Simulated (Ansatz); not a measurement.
Ti2GeB2:
```
CELL_PARAMETERS angstrom
      3.02987     0.00000     0.00000
     -1.51493     2.62394     0.00000
      0.00000     0.00000     7.30575
ATOMIC_POSITIONS crystal
  Ti 0.33333 0.66667 0.71360
  Ti 0.33333 0.66667 0.28640
  Ge 0.00000 0.00000 0.00000
  B  0.00000 0.00000 0.50000
  B  0.66667 0.33333 0.50000
```

Relaxed with r²SCAN.

Question: Give the Bader charges and basin volumes of the independent atoms, plane-wave PAW r²SCAN (Ansatz code).

Answer: 

```json
[
 {"atom": "Ti1", "Bader charge (e)": "+1.36", "Bader volume (Å³)": "9.8"},
 {"atom": "Ge3", "Bader charge (e)": "-0.96", "Bader volume (Å³)": "20.6"},
 {"atom": "B4", "Bader charge (e)": "-0.85", "Bader volume (Å³)": "8.7"},
 {"atom": "B5", "Bader charge (e)": "-0.90", "Bader volume (Å³)": "9.1"}
]
```

Space group P-6m2. The start of the workflow was typed in or built on a structure type; neither database checked (COD, Materials Project) lists it. Its standing as an ambient phase is unchecked. The r²SCAN relaxation kept the symmetry of its start; its stability against distortions is not shown here. No spin polarisation was allowed.

Potentials: the earlier of the program's two PAW sets. The files were generated under PBE; for other functionals the program regenerates the frozen cores, and for LDA and PBEsol the local potential too.
